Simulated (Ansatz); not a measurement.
This run works on a generated trial structure, not on a known crystal.

Input and command of a plane-wave DFT calculation in Ansatz:

```yaml
crystal:
  lattice:
    - [-1.86061242, 1.86061242, 7.33843877]
    - [1.86061242, -1.86061242, 7.33843877]
    - [1.86061242, 1.86061242, -7.33843877]
  atoms:
    - { symbol: Na, position: [0.39635301, 0.39635301, 0.0] }
    - { symbol: Na, position: [0.60364699, 0.60364699, 0.0] }
    - { symbol: Li, position: [0.0, 0.5, 0.5] }
    - { symbol: Li, position: [0.5, 0.0, 0.5] }
    - { symbol: Zr, position: [0.0, 0.0, 0.0] }
    - { symbol: P, position: [0.182377, 0.182377, 0.0] }
    - { symbol: P, position: [0.817623, 0.817623, 0.0] }
basis:
  ecutwfc: 420
kpoints:
  mp_grid: { grid: [6, 6, 6] }
hamiltonian:
  xc: pbe
scf:
  occupations: { method: gaussian, width: 0.2 }
  lower_state_search: "off"
output:
  forces: true
  stress: true
  eigenvalues: true
relax:
  adjacent_minimum: "off"
  f_tol: 0.08
  max_steps: 16
  cell: { stress_tol: 0.8 }
```

```bash
ansatz run input.yaml --threads 1 --pin off --max-ram 2560MiB --backend cpu --events-out ev --progress --plain --runs-dir out
```

Processor: Intel(R) Xeon(R) Platinum 8375C CPU @ 2.90GHz (Ice Lake), 1 thread, on a host shared with other jobs.

How long does it run, and how much memory does it take?

About 110 s, peak memory 0.61 GiB. It solves 30 bands at 30 k points (after reduction by symmetry) with about 4321 plane waves (on the last cell), in 110 SCF iterations over 14 ionic steps.
